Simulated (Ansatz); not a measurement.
KBr (rock salt), relaxed and computed with several functionals in Ansatz (plane waves, PAW). Much of their spread follows the volume that each gives.

```
functional  V (Å³/atom)  B₀ by P(V) fit (GPa)
----------  -----------  --------------------
PBE               37.69                  13.5
LDA               32.33                  20.3
r²SCAN            36.08                     ?
HSE06             37.02                  14.2
```

Problem. Fit a straight line to ln B₀ against ln V and predict the withheld value.

Solution. Least squares on the 3 shown rows: ln B₀ = -2.65 × ln V + (12.222), with a scatter of 0 %. For r²SCAN this gives 15.2. The run itself gave 15.9, outside the scatter: the line misses something about this case.

All cells were relaxed under the symmetry of their starts (and spin orders); stability against distortions was not tested throughout. Scalar-relativistic: spin–orbit coupling is off unless named, which matters more the heavier the elements.

Potentials: the later of the program's two PAW sets.

Ansatz (an electronic-structure program) is a plane-wave DFT program.
